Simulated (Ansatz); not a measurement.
# Does relaxation matter for the field gradients of TlCl with a Tl vacancy?

Start: a supercell of TlCl (CsCl type, Pm-3m) built from a structure deposited in the COD (the entry's cell lengths or inner coordinates differ somewhat from later room-temperature determinations), with all atoms left at the host's positions.

```cif
data_Tl15Cl16
_symmetry_space_group_name_H-M 'Fm-3m'
_symmetry_Int_Tables_number 225
_cell_length_a 15.3360
_cell_length_b 15.3360
_cell_length_c 15.3360
_cell_angle_alpha 90.000
_cell_angle_beta 90.000
_cell_angle_gamma 90.000
loop_
_atom_site_label
_atom_site_type_symbol
_atom_site_symmetry_multiplicity
_atom_site_Wyckoff_symbol
_atom_site_fract_x
_atom_site_fract_y
_atom_site_fract_z
Tl1 Tl 24 d 0.0000 0.2500 0.2500
Tl4 Tl 8 c 0.2500 0.2500 0.2500
Tl7 Tl 24 e 0.2500 0.5000 0.5000
Tl11 Tl 4 b 0.5000 0.5000 0.5000
Cl16 Cl 32 f 0.1250 0.1250 0.1250
Cl20 Cl 32 f 0.3750 0.3750 0.3750
```

One atom of each set is listed; the run and its k-mesh use a cell of 31 atoms with edges of 10.84, 10.84, 10.84 Å.

Level of theory: DFT, PBE, plane waves and PAW, scalar-relativistic, 420 eV cutoff, Γ-centred 2×2×2 k-points, Fermi–Dirac smearing 0.01 eV, cell charge -1 (Ansatz 0.2.0).

The largest force at the start is 0.35 eV/Å. Relaxing the ions at fixed cell moves them by 0.225 Å at most (atom 10, Tl) and 0.100 Å rms.

| site | moved (Å) | first shell before | first shell after | V_zz before (10²¹ V/m²) | η before |
| --- | --- | --- | --- | --- | --- |
| Tl1 | 0.000 | 8 Cl at 3.32 Å | 8 Cl at 3.31–3.32 Å | 1.50 | 0.68 |
| Tl7 | 0.225 | 8 Cl at 3.32 Å | 8 Cl at 3.21–3.46 Å; also 4 Tl at 3.84 Å | -0.35 | 0.00 |
| Cl16 | 0.032 | 7 Tl at 3.32 Å | 7 Tl at 3.21–3.31 Å | -2.36 | 0.00 |
| Cl20 | 0.011 | 8 Tl at 3.32 Å | 8 Tl at 3.31–3.46 Å | 0.15 | 0.00 |

(1) What are V_zz and η after the relaxation?

## Answers

(1) 

```json
{"site": "Tl1", "V_zz after": "1.17", "η after": "0.31", "change of V_zz": "–"}
{"site": "Tl7", "V_zz after": "0.82", "η after": "0.00", "change of V_zz": "+1.17"}
{"site": "Cl16", "V_zz after": "-1.89", "η after": "0.00", "change of V_zz": "+0.47"}
{"site": "Cl20", "V_zz after": "0.011", "η after": "0.00", "change of V_zz": "-0.14"}
```

The largest change of V_zz along a kept axis is on Tl7, from -0.35 to 0.82. The whole tensor moves most on Tl1, by 2.43 along its most changed direction. In per cent, |V_zz| changes by -20 on Cl (all sites that start above 0.5, bar those whose gradient vanishes or changes sign or whose main axis turns by over 40°). V_zz changes sign on Tl7 (same axis). On Tl1 the largest principal value lies along another axis in the second run, so the two V_zz can't be compared directly. Sites without a gradient aren't listed.

The defect repeats with the cell of 31 atoms, so it feels its images: sites between two images don't show the values beside a lone defect, and zeros or small values of η there can come from the images' arrangement. A uniform background compensates the cell's charge. Spin–orbit coupling is left out, which shifts gradients on Tl by a few per cent, and by more where contributions nearly cancel.
Before: The neighbours have not yet relaxed around the defect (largest force 0.35 eV/Å), so a real crystal will differ.
